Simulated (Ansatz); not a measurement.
What strain does to NiOS (Janus 2H monolayer)

A free-standing Janus 2H monolayer of NiOS, relaxed with r2SCAN in the plane-wave code Ansatz. The sheet's in-plane cell has a = 3.414 Å, b = 3.414 Å (γ = 120.0°), and its outermost atoms lie 1.69 Å apart along the normal. Ni is surrounded by 3 O at 2.14 Å and 3 S at 2.15 Å; O is surrounded by 1 S at 1.69 Å and 3 Ni at 2.14 Å; S is surrounded by 1 O at 1.69 Å and 3 Ni at 2.15 Å.

The axes x, y and z are those of this cell:
```
Ni O S
1.0
     3.41442    0.00000    0.00000
    -1.70721    2.95697    0.00000
     0.00000    0.00000   29.09659
Ni O S
1 1 1
Cartesian
  0.0000 1.9713 9.0024
  1.7072 0.9857 9.8455
  1.7072 0.9857 8.1521
```
Periodic in the plane only; c spans the vacuum.

Unstrained: With PBE the valence top lies at k = (-0.068, 0.026, 0) and the conduction bottom at K, 0.419 eV higher; the smallest vertical gap, at Γ–M (0.20 of the way from Γ), is 0.800 eV. r2SCAN gives an indirect gap of 0.302 eV, from Γ to K; the least direct gap is 0.783 eV at k = (-0.068, 0.026, 0). Meshes: PBE 12×12×1, r2SCAN 12×12×1. Strains are changes of length per length. After each strain the atoms were relaxed again with r2SCAN within the symmetry that the strain leaves, so tilts or polar shifts that break it weren't tested; points keep the names that they have in the unstrained zone. The calculation is spin-unpolarised, and the structure need not be a phase that has been made.

Changes of the least gap in eV (an overlap counts as a negative gap):

| strain | area change (%) | space group | PBE | r2SCAN | energy rise, r2SCAN (meV/atom) |
| --- | --- | --- | --- | --- | --- |
| in-plane biaxial +2.0 % | +4.0 | – | -0.126 | -0.155 | 6.5 |
| uniaxial -1.0 % along y | -1.0 | – | +0.026 | +0.037 | 0.5 |

In-plane biaxial +2.0 %. r2SCAN: the gap goes from 0.302 to 0.147 eV (-0.155 eV); so small a gap is at the limit of these settings; with r2SCAN the top three valence levels at Γ, grouped 1+2 from the top over 1114 meV, become 1+2 over 1272 meV. Stress change with r2SCAN, compression positive: xx -1.49, yy -1.49 N/m. For r2SCAN, dE_g/d ln A = -3.9 eV over this step.

Uniaxial -1.0 % along y, other directions held. r2SCAN: the gap goes from 0.302 to 0.339 eV (+0.037 eV); the edges go from Γ → K to Γ → Γ–K (0.97); with r2SCAN the top three valence levels at Γ, grouped 1+2 from the top over 1114 meV, become 1+1+1 over 1076 meV. Stress change with r2SCAN, compression positive: xx +0.31, yy +0.50 N/m.

Where an edge lies off the special points, it is a point of the mesh or the k point where a search put PBE's edge or least direct gap, reused for the other functionals, whose own edges may lie a little apart.

Coordinates of k points refer to the reciprocal vectors of the primitive cell of the runs.

The splittings at Γ are without spin-orbit coupling, which regroups them where it is of like size or larger.
